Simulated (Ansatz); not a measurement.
**HfGeCl: settings compared (Ansatz)**

Launch command:

```bash
ansatz run input.yaml --threads 1 --pin off --max-ram 2560MiB --backend cpu --events-out ev --progress --plain --runs-dir out
```

Input:

```yaml
crystal:
  lattice:
    - [3.697264, 0.0, 0.0]
    - [0.0, 3.697264, 0.0]
    - [0.0, 0.0, 8.474169]
  atoms:
    - { symbol: Hf, position: [0.0, 0.5, 0.259] }
    - { symbol: Hf, position: [0.5, 0.0, 0.741] }
    - { symbol: Ge, position: [0.0, 0.0, 0.0] }
    - { symbol: Ge, position: [0.5, 0.5, 0.0] }
    - { symbol: Cl, position: [0.0, 0.5, 0.615] }
    - { symbol: Cl, position: [0.5, 0.0, 0.385] }
  symmetry: { tolerance: 0.0003 }
kpoints:
  mp_grid: { grid: [5, 5, 2], shift: [0, 0, 0] }
magnetization:
  spin_polarized: false
scf:
  occupations: { method: fermi_dirac, width: 0.0899 }
hamiltonian:
  pseudopotentials: { kind: paw }
  xc: r2scan
basis:
  ecutwfc: 500
output:
  forces: true
  stress: true
  eigenvalues: true
```

Origin of the cell: a known structure type with other elements, at an estimated volume, so it need not be a known compound.

Output of this run (shortened):

```
Pseudopotentials: kind: paw
Pseudopotential: Hf, paw, valence charge 26, recommended cutoff 500 eV (meta_gga), Hf.paw.azcp
Pseudopotential: Ge, paw, valence charge 14, recommended cutoff 500 eV (meta_gga), Ge.paw.azcp
Pseudopotential: Cl, paw, valence charge 7, recommended cutoff 500 eV (meta_gga), Cl.paw.azcp
Functional definition: r2SCAN
  exchange = r2scan_x(k0 = k0, k1 = k1, a1 = a1)
  correlation = r2scan_c
Crystal: 6 atoms, lattice volume = 115.840 Å³
Basis set: ecut = 500 eV, 2975 PW (Γ), exchange–correlation on 108×108×256 points (64 copies of the dense FFT grid, shifted against one another)
Bands: 57, of which v1, the nominal top of the filled ones, is band 47 counted from 1 (46 counted from 0)
Symmetry: 16 space group operations
[… 11 lines left out …]
Initial density: superposition of atomic densities (neutral atoms: chi_scale 0, normalization atom), corrected by the library's trained network
Functional: x = r2scan, c = r2scan; τ floored in thin density (d = 2e-4 eV/Å³)
SCF iter   1: F=—  HF=-42242.986952 eV  Δρ=9.09e-3  dr2=1.13e-1  dr2_τ=6.33e-2
SCF iter   2: F=—  HF=-42243.028461 eV  Δρ=4.30e-3  dr2=2.80e-2  dr2_τ=3.36e-3
SCF iter   3: F=—  HF=-42243.025698 eV  Δρ=2.91e-3  dr2=1.74e-2  dr2_τ=2.06e-4
SCF iter   4: F=—  HF=-42243.025955 eV  Δρ=1.49e-3  dr2=7.18e-3  dr2_τ=8.19e-5
SCF iter   5: F=—  HF=-42243.025484 eV  Δρ=4.37e-4  dr2=1.28e-3  dr2_τ=9.85e-6
SCF iter   6: F=—  HF=-42243.025314 eV  Δρ=2.26e-4  dr2=2.66e-4  dr2_τ=2.95e-6
SCF iter   7: F=—  HF=-42243.025293 eV  Δρ=8.32e-5  dr2=2.34e-5  dr2_τ=5.10e-7
SCF iter   8: F=—  HF=-42243.025300 eV  Δρ=2.48e-5  dr2=2.08e-6  dr2_τ=8.37e-8
SCF iter   9: F=—  HF=-42243.025300 eV  Δρ=1.04e-5  dr2=2.19e-7  dr2_τ=7.31e-9
SCF iter  10: F=-42243.025300 eV  HF=-42243.025300 eV  Δρ=2.98e-6  dr2=1.30e-8  dr2_τ=1.21e-9
the search or the solves at the SCF's close seem to have found levels that the self-consistency loop had missed (the run counts 1). By its estimate they hold under 1e-12 electrons; where the […]
SCF 1 converged in 10 iterations: F = -42243.025300 eV  dr2 = 1.30e-8
SCF converged after 10 iterations
Free energy (F): -42243.025300 eV
Harris-Foulkes:  -42243.025300 eV  (|F-HF|=3.21e-8)
Internal energy: -42242.924923 eV  (E = F + TS)
E sigma→0 (E₀):  -42242.975111 eV
Entropy (-TS):   -0.100378 eV (-16.730 meV/atom)
Fermi energy:    15.251920 eV
--- Per-component energies (eV) ---
  E_band       = -375.415262
  E_kinetic    = 1391.081947
  E_local      = -17436.026689  (includes V_loc(G=0)·N_el)
  E_nonlocal   = -1603.761923
  E_hartree    = 7999.198091
  E_xc         = -911.786947
  E_vxc        = -989.500154  (∫ρ·V_xc dr)
  E_paw        = -19299.536363  (= ΣΔE_a)
  E_vpaw       = 2214.392458  (= ΣTr[D̂ρ^β])
  E_aug_tail   = 0.000101  (compensation charges beyond the density's cutoff)
  E_vtau       = 49.999842  (kinetic-family band-sum trace: ∫τ·v_τ [+ j·A + Jᵃ·Aᵃ] dr)
  E_ewald      = -12380.291837
  E_core_change = -1.801301  (= ΣΔE_core)
  E_smearing   = -0.100378  (= −TS)
  Σ components = -42243.025300   (vs F -42243.025300, Δ=0.00e0)
--- Forces (eV/Å), atoms counted from 1 ---
  atom   1  Hf     0.000000     0.000000    -2.108401
  atom   2  Hf     0.000000     0.000000     2.108401
  atom   3  Ge     0.000000     0.000000     0.000000
  atom   4  Ge     0.000000     0.000000    -0.000000
  atom   5  Cl    -0.000000     0.000000    -0.166205
  atom   6  Cl     0.000000     0.000000     0.166205
  max |Σ_I F_I| component: 0.00e0 eV/Å
--- Stress (GPa, compression-positive) ---
       -2.664863       0.000000       0.000000
        0.000000      -2.664863       0.000000
        0.000000       0.000000      -9.677274
  P = ⅓ Tr σ = -5.0023 GPa (-50.023 kbar)
```

The same input was run again with these changes:

1. `hamiltonian.dispersion` default → d3bjatm; `scf.occupations.width` 0.0899 → default; `scf.occupations.method` fermi_dirac → tetrahedron
2. `scf.lower_state_search` default → "off"; typed moments: none
3. `magnetization` { spin_polarized: false } → { spin_polarized: true } (starts: flip); typed moments: none
4. `magnetization` { spin_polarized: false } → default; `crystal.atoms[0].spin` default → 2.0; `scf.max_iter` default → 80; typed moments: Hf1 2

```csv
run,end,SCF iterations,P (GPa),max force component (eV/Å),moment (μB),ΔE(σ→0) (meV/atom)
base,converged,10,-5.00,2.108,–,0
1,converged,10,-6.15,2.115,–,–
2,converged,10,-5.00,2.108,–,0.00
3,converged,19,-5.00,2.108,0.00,0.00
4,input refused,0,–,–,–,–
```

Energies are compared only where functional, datasets, charge and starting cell are the same.

Caveats of the base run: no moments, though an odd count or open d shells may carry them; no spin-orbit coupling, though heavy elements are present; the k mesh is coarse if the cell is a metal.

Run 1: forces and stress under tetrahedra may miss the slope of the energy.
Run 3: spin is on but no moment was typed.

Time of the base run: 14 s on 1 thread of Arm Neoverse V2 (shared host), peak memory 0.61 GiB, from the program's own first density.
